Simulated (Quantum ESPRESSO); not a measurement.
Simulation results for Hf$_{2}$NbGa$_{2}$Au$_{3}$ (simulated cell)

Computed with Quantum ESPRESSO 7.5. Calculation on a made-up metal alloy cell, not a measurement: no spin or spin-orbit, unrelaxed, 2900 K smearing, stress positive in tension, cell energy less fitted offsets; periodic Kohn-Sham density functional theory in plane waves with PseudoDojo standard norm-conserving scalar-relativistic pseudopotentials, each functional with its own files (v0.5 for PBE, v0.4.1 for LDA and PBEsol), eight atoms on drawn sites of a strained close-packed or body-centred lattice, each displaced and held fixed; the energy is the cell's free energy, ions and the entropy term -TS included, at the stated Fermi-Dirac width, less a fixed offset for each atom's element (shifted free energy); compositions with an open d shell lost a parallel starting moment in a cheaper test run, and other magnetic orders were not tried; an error bar is the largest change of its kind in a tighter rerun, never given below 0.002 eV, 0.02 GPa or 0.003 eV/angstrom, and covers cutoff and k-mesh only, not smearing or the files.

### Hf$_{2}$NbGa$_{2}$Au$_{3}$ (simulated cell)

```
Hf2NbGa2Au3
1.0
      4.6314    -2.6746     0.0234
     -3.1183    -0.0098    -5.0196
      3.0848     5.3443     0.0313
Hf Ga Au Nb
2 2 3 1
Direct
  0.00091 0.00237 0.00854
  0.00118 0.00388 0.50293
  0.08443 0.49656 0.37279
  0.08343 0.50298 0.87307
  0.49765 -0.00621 0.24871
  0.50300 0.00163 0.74877
  0.57936 0.50618 0.11974
  0.58272 0.49922 0.62510
```

- lattice type: hexagonal close-packed
- functional: pbe
- cutoff: 1143 eV
- fermi dirac smearing: 0.25 eV
- electrons removed: 0
- run command: mpirun -np 4 pw.x -nk 4 -in in
- run processor: Intel Xeon, 2023 or later, virtual cores
- k mesh: 5 x 5 x 4 shifted half a step off Gamma on each axis
- stress zz: ?
- shifted free energy: ?
- stress xx: ?
- stress yy: ?

Atoms:
| atoms element | atom site | atom energy offset (eV) |
| --- | --- | --- |
| Hf | 1 | -1535.13 |
| Hf | 2 | -1535.13 |
| Ga | 3 | -2081.03 |
| Ga | 4 | -2081.03 |
| Au | 5 | -4032.82 |
| Au | 6 | -4032.82 |
| Au | 7 | -4032.82 |
| Nb | 8 | -1694.67 |

Notes: heavy elements are run without spin-orbit coupling, which real alloys of them have; a spin test at this wide smearing found no moment, but such smearing suppresses magnetism that the real alloy may have; lattice, volume and sites are drawn at random and may be unstable or far from any real phase; energies are for the whole cell, less offsets fitted to these runs, so they are not formation energies; error bars: energy 0.008 eV, stress 0.04 GPa, force 0.0065 eV/Å, from a tighter rerun of a related cell, whose elements or sites may differ; 14 SCF iterations, 248 s of wall time on a shared machine.

Questions
1. Estimate the stress zz of Hf$_{2}$NbGa$_{2}$Au$_{3}$ (simulated cell).
2. Estimate the shifted free energy of Hf$_{2}$NbGa$_{2}$Au$_{3}$ (simulated cell).
3. Hf$_{2}$NbGa$_{2}$Au$_{3}$ (simulated cell): stress xx?
4. Estimate the stress yy of Hf$_{2}$NbGa$_{2}$Au$_{3}$ (simulated cell).
5. Give the table of forces values for Hf$_{2}$NbGa$_{2}$Au$_{3}$ (simulated cell).

Answers
1. 10.2 GPa
2. -1.157 eV
3. 10.89 GPa
4. 9.18 GPa
5. 
Forces:
| site | x (eV/Å) | y (eV/Å) | z (eV/Å) |
| --- | --- | --- | --- |
| 1 | -0.195 | -0.588 | 0.078 |
| 2 | 0.237 | 0.463 | 0.062 |
| 3 | -0.037 | 0.338 | -0.071 |
| 4 | -0.194 | -0.145 | -0.065 |
| 5 | -0.193 | 0.218 | -0.161 |
| 6 | 0.076 | 0.014 | 0.129 |
| 7 | 0.198 | -0.094 | -0.241 |
| 8 | 0.109 | -0.206 | 0.27 |

Further results for Hf$_{2}$NbGa$_{2}$Au$_{3}$ (simulated cell):

* entropy term negative ts: -1.378 eV
* pressure: -10.09 GPa
* stress yz: -0.23 GPa
* stress xz: -0.14 GPa
* stress xy: -1.55 GPa
